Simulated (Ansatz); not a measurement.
AlN:
```yaml
crystal:
  lattice:
    - [3.09450, 0.00000, 0.00000]
    - [-1.54725, 2.67991, 0.00000]
    - [0.00000, 0.00000, 15.08197]
  atoms:
    - { symbol: Al, position: [0.00000, 0.00000, 0.99964] }
    - { symbol: Al, position: [0.00000, 0.00000, 0.49964] }
    - { symbol: Al, position: [0.66667, 0.33333, 0.83390] }
    - { symbol: Al, position: [0.33333, 0.66667, 0.33390] }
    - { symbol: Al, position: [0.66667, 0.33333, 0.16673] }
    - { symbol: Al, position: [0.33333, 0.66667, 0.66673] }
    - { symbol: N, position: [0.00000, 0.00000, 0.87449] }
    - { symbol: N, position: [0.00000, 0.00000, 0.37449] }
    - { symbol: N, position: [0.66667, 0.33333, 0.70803] }
    - { symbol: N, position: [0.33333, 0.66667, 0.20803] }
    - { symbol: N, position: [0.66667, 0.33333, 0.04091] }
    - { symbol: N, position: [0.33333, 0.66667, 0.54091] }
```

Relaxed with r²SCAN.

Question: Give the optical modes at the zone centre with their infrared and Raman activity from DFPT, r²SCAN (plane waves, PAW; program Ansatz).

Answer: Transverse frequencies, without the LO–TO term; a row sums one degenerate level.

```
ω (cm⁻¹)  degeneracy  IR ((D/Å)²/amu)  Raman (Å⁴/amu)  activity  symmetry
--------  ----------  ---------------  --------------  --------  --------
123                2             0.00            0.82     Raman        E2
126                2             0.00            0.32     Raman        E2
208                2             0.00               0    silent        E1
214                2             0.01            0.45  IR+Raman        E1
241                2             0.00           0.051     Raman        E2
252                1             0.00               0    silent        B1
257                1             0.00               0    silent        B1
463                1             0.73             1.2  IR+Raman        A1
472                1             0.01               0        IR        A1
581                1             0.00               0    silent        B1
652                1            99.38              38  IR+Raman        A1
656                2             0.00             4.8     Raman        E2
657                2             0.06               0        IR        E1
660                2            14.66             2.2  IR+Raman        E1
663                2             0.00              32     Raman        E2
667                2             0.00             6.8     Raman        E2
668                2           178.65              20  IR+Raman        E1
742                1             0.00               0    silent        B1
806                1             0.03            0.61  IR+Raman        A1
812                1             0.13            0.31  IR+Raman        A1
877                1             0.00               0    silent        B1
885                1             0.00               0    silent        B1
```

Question: How high does the top mode go among those that the LO–TO term moves?

Answer: 915 cm⁻¹ for q along x, 915 cm⁻¹ for q along y, 907 cm⁻¹ for q along z.

Space group P6_3mc. A made-up cell: these elements were put on the sites of a structure type. Its sites differ from those of the usual phase in this space group: another stacking or structure type. The r²SCAN relaxation kept the symmetry of its start; phonons on a q-mesh show no instability.

Potentials: the later of the program's two PAW sets.
